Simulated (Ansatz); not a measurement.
AlNi:
```
AlNi
1.0
    3.68276     0.00000     0.00000
    0.00000     3.68276     0.00000
    0.00000     0.00000     7.17383
Al Ni
4 4
Direct
  0.00000   0.50000   0.00000
  0.50000   0.00000   0.00000
  0.00000   0.00000   0.71399
  0.00000   0.00000   0.28601
  0.50000   0.50000   0.75577
  0.00000   0.50000   0.50000
  0.50000   0.50000   0.24423
  0.50000   0.00000   0.50000
```

This is the PBEsol-relaxed structure.

### Question
All from PBEsol in the plane-wave PAW code Ansatz, unless another level is named. Predict the formation energy from the elements (no fitted shifts).

### Answer
-0.39 eV/atom.

### Question
And the density of states at the Fermi level?

### Answer
0.61 states/eV per atom (mean over ±0.08 eV).

Space group P4/mmm. The start of the workflow was typed in or built on a structure type; neither database checked (COD, Materials Project) lists it. It is not the phase usual at ambient conditions (space group No. 221). Symmetry was held in the PBEsol relaxation; whether a distortion lowers the energy is not shown. The workflow began spin-polarised and lost its moments. The program gave a warning on the electronic state, which may not be the lowest. The references are the lowest solids computed at this level, not always the standard phases.

Potentials: the earlier of the program's two PAW sets. The files were generated under PBE; for other functionals the program regenerates the frozen cores, and for LDA and PBEsol the local potential too.
